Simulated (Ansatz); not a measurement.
NbAlB:
Space group Cmcm (No. 63); a = 3.346 Å, b = 14.704 Å, c = 3.114 Å, α = β = γ = 90.00°

| atom | site | symmetry | x | y | z |
|---|---|---|---|---|---|
| Al | 4c | m2m | 0.0000 | 0.7004 | 0.2500 |
| B | 4c | m2m | 0.0000 | 0.5300 | 0.2500 |
| Nb | 4c | m2m | 0.0000 | 0.0882 | 0.7500 |
(The calculation used a cell of 6 atoms; values per cell refer to that cell.)

Relaxed with PBE.

Question: Which orbitals make up the states near the Fermi level in PBE (plane waves, PAW; program Ansatz)?

Answer: Within 0.5 eV of the Fermi level: Nb 4d 71 %, Al 3p 16 %, B 2p 6 %. Projections are on Löwdin-orthogonalised atomic valence shells; empty p or d shells of many metals are not among them.

Question: Tabulate the density of states.

Answer: States/eV per cell of 6 atoms, in 0.25 eV bins, energy from the Fermi level.

```csv
E (eV),total,Nb 4d,B 2p,Al 3p
-7.85,1.07,0.21,0.22,0.22
-7.60,1.12,0.23,0.23,0.25
-7.35,1.13,0.25,0.21,0.25
-7.10,0.97,0.22,0.20,0.20
-6.85,1.30,0.25,0.28,0.29
-6.60,1.26,0.28,0.32,0.26
-6.35,1.49,0.35,0.34,0.33
-6.10,1.73,0.42,0.40,0.37
-5.85,1.47,0.37,0.39,0.30
-5.60,1.42,0.34,0.41,0.27
-5.35,1.82,0.48,0.58,0.30
-5.10,2.34,0.67,0.89,0.29
-4.85,2.33,0.65,1.00,0.23
-4.60,1.77,0.43,0.80,0.21
-4.35,2.92,0.91,1.11,0.48
-4.10,2.92,1.00,1.09,0.52
-3.85,3.44,1.12,1.43,0.61
-3.60,2.72,1.00,1.00,0.50
-3.35,3.42,1.31,1.18,0.67
-3.10,2.68,1.07,0.74,0.69
-2.85,4.21,1.87,1.17,0.93
-2.60,3.10,1.55,0.68,0.72
-2.35,2.86,1.71,0.38,0.62
-2.10,3.15,2.05,0.32,0.60
-1.85,2.10,1.36,0.26,0.33
-1.60,2.67,1.63,0.33,0.48
-1.35,3.25,1.78,0.36,0.71
-1.10,3.63,1.95,0.33,0.90
-0.85,3.13,1.70,0.31,0.78
-0.60,2.75,1.52,0.26,0.65
-0.35,3.58,2.27,0.24,0.71
-0.10,2.71,1.95,0.15,0.43
0.15,2.27,1.74,0.14,0.28
0.40,2.09,1.68,0.10,0.22
0.65,1.39,1.02,0.11,0.18
0.90,1.21,0.86,0.12,0.15
1.15,1.22,0.85,0.12,0.17
1.40,1.73,1.23,0.17,0.20
1.65,1.82,1.24,0.20,0.22
1.90,2.64,1.67,0.28,0.38
2.15,3.16,2.07,0.32,0.39
2.40,3.57,2.33,0.30,0.36
2.65,3.61,2.28,0.33,0.37
2.90,4.46,2.60,0.55,0.53
3.15,3.54,1.98,0.38,0.46
3.40,4.38,2.46,0.47,0.54
3.65,4.31,2.23,0.53,0.55
3.90,4.40,2.16,0.63,0.55
4.15,3.96,1.69,0.58,0.64
4.40,3.49,1.34,0.54,0.61
4.65,2.71,0.93,0.40,0.50
4.90,3.34,1.15,0.48,0.55
```

The start of the workflow was typed in or built on a structure type; neither database checked (COD, Materials Project) lists it. Whether it is the stable phase at ambient conditions was not checked. Symmetry was held in the PBE relaxation; whether a distortion lowers the energy is not shown. No spin polarisation was allowed. Spin–orbit coupling is left out wherever it is not named.

Potentials: the later of the program's two PAW sets.
